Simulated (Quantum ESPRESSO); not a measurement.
# Planted mistakes on one cell of Al2SiZnO6

These are calculations, not measurements. They come from pw.x of Quantum ESPRESSO 7.5, a plane-wave density functional program, with PseudoDojo standard norm-conserving files (v0.5 for PBE, v0.4.1 for LDA and PBEsol). The cells are made up: elements, strain and atom displacements were drawn at random, and nothing was relaxed. There is no spin polarisation, spin-orbit coupling or dispersion term.

The cell has 10 sites of a corundum lattice. Sites 1 to 4 hold Al Si Al Zn; sites 5 to 10 hold O O O O O O. Cell vectors in Å: (2.403, 1.437, 4.373); (-2.387, 1.379, 4.383); (-0.043, -2.777, 4.365). Settings: PBE, cutoff 1143 eV, 6 x 6 x 6 k mesh shifted by half a step, Fermi-Dirac smearing of 0.025 eV.

The intended run has a self-consistency threshold of 1e-07 eV, a smearing term of 0.000 eV, a pressure of 8.42 GPa and 11 iterations. Each further run changes one thing: all lengths scaled by 0.9926; atoms of sites 3 and 4 exchanged; cutoff 577 eV; files of PBEsol; k mesh 1 x 1 x 1; one electron removed; threshold 0.09 eV. A coarse mesh keeps the shift, and a charged cell sits in a uniform background.

| run | change of free energy (eV) | smearing term -TS (eV) | change of P (GPa) | largest change of a force component (eV/Å) | iterations |
| --- | --- | --- | --- | --- | --- |
| A | 0.012 | 0.000 | 3.93 | 0.087 | 5 |
| B | -9.673 | -0.019 | -30.79 | 1.095 | 14 |
| C | 0.137 | 0.000 | 5.96 | 0.332 | 11 |
| D | 41.130 | 0.000 | -315.33 | 0.824 | 10 |
| E | -0.338 | 0.000 | -0.13 | 4.452 | 10 |
| F | 10.753 | 0.000 | -6.55 | 0.227 | 11 |
| G | -1.801 | 0.000 | -4.02 | 0.456 | 11 |

A rerun of the intended cell at 1437 eV and k mesh 8 x 8 x 8 moved values by no more than 0.003 eV in the cell's energy, 0.04 GPa in stress and 0.002 eV/Å in force.

Question: which change belongs to which run?

## Worked reading

Run A has the fewest iterations, as a run stopped early does. Run D has a higher energy and the largest fall in pressure, as too small a basis gives. Run C changes the volume by a factor of 0.9780; minus its pressure change over the logarithm of that factor, 268 GPa, is a rough bulk modulus with clamped atoms. Energies from files of another functional, or of a charged cell, have another zero and say nothing on stability; the pressure of a charged cell rests on the program's zero of potential too.

## Key

```
run                            change
  A                 threshold 0.09 eV
  B              one electron removed
  C      all lengths scaled by 0.9926
  D                     cutoff 577 eV
  E  atoms of sites 3 and 4 exchanged
  F                   files of PBEsol
  G                  k mesh 1 x 1 x 1
```